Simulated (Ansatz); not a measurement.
ZrB2, DFT, LDA, all-electron LAPW, scalar-relativistic (Ansatz 0.2.0), run on 1 thread of Arm Neoverse V2 on a shared host.

The geometry is COD entry 1510856, unchecked; take it as a test cell. The listed cell was then made from it by scaling, straining or moving an atom.

Command: `ansatz run input.yaml --threads 1 --pin off --max-ram 4096MiB --backend cpu --events-out ev --progress --plain --runs-dir out`

```yaml
crystal:
  lattice:
    - [3.227074405, 0.0, 0.0]
    - [-1.6135372026, 2.7947284147, 0.0]
    - [0.0, 0.0, 3.5890371349]
  atoms:
    - { symbol: Zr, position: [0.0, 0.0, 0.0] }
    - { symbol: B, position: [0.3333333333, 0.6666666667, 0.5] }
    - { symbol: B, position: [0.6666666667, 0.3333333333, 0.5] }
kpoints:
  mp_grid: { grid: [13, 13, 10] }
  band_path:
    path:
      - [0.0, 0.0, 0.0]
      - [0.5, 0.0, 0.0]
      - [0.3333333333, 0.3333333333, 0.0]
      - [0.0, 0.0, 0.0]
      - [0.0, 0.0, 0.5]
      - [0.5, 0.0, 0.5]
      - [0.3333333333, 0.3333333333, 0.5]
      - [0.0, 0.0, 0.5]
      - [0.5, 0.0, 0.5]
    npoints: 5
scf:
  occupations: { method: fermi_dirac, width: 0.03 }
hamiltonian:
  xc: lda
  pseudopotentials: { kind: all_electron, lapw: { basis_error: 0.001 } }
output:
  forces: true
  stress: true
  eigenvalues: true
```

Question: How large is the problem that the program sets up?

Answer: 126 irreducible k-points, 339 plane waves at Γ, 24 bands.

Question: About how long does it take, and how much memory does it use?

Answer: 23 s of wall time for 7 SCF iterations, with a peak of 0.42 GiB. Times on shared machines scatter by tens of per cent.
